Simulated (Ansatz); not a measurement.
**TiRh: two-dimensional strain map**

Computed with DFT LDA, scalar-relativistic, plane waves, PAW (Ansatz). The runs took a 420 eV cutoff, a Γ-centred 16×16×16 mesh and Gaussian smearing (0.15 eV). No spin polarisation. Energies are free energies at this smearing, counted from the undisturbed cell; pressure is positive in compression.

The undisturbed cell (as given, not relaxed at this level; it stands at -13.2 GPa, and it needn't be the usual structure):

```yaml
crystal:
  lattice:
    - [3.11520, 0.00000, 0.00000]
    - [0.00000, 3.11520, 0.00000]
    - [0.00000, 0.00000, 3.11520]
  atoms:
    - { symbol: Ti, position: [0.50000, 0.50000, 0.50000] }
    - { symbol: Rh, position: [0.00000, 0.00000, 0.00000] }
```

The cell is strained by p along both x and y and by q along z, fractional coordinates fixed. Points are written (p, q).

Energy above the undisturbed cell in meV/atom (a dash: not computed):

```
 p \ q  -0.050  0.000  0.050
-0.050    30.5  -39.7  -58.7
 0.000   -45.7    0.0   75.2
 0.050    71.1  190.0      –
```

Pressure in GPa:

```csv
p \ q,-0.050,0.000,0.050
-0.050,22.5,7.8,-3.7
0.000,-3.9,-13.2,-20.3
0.050,-19.8,-25.6,–
```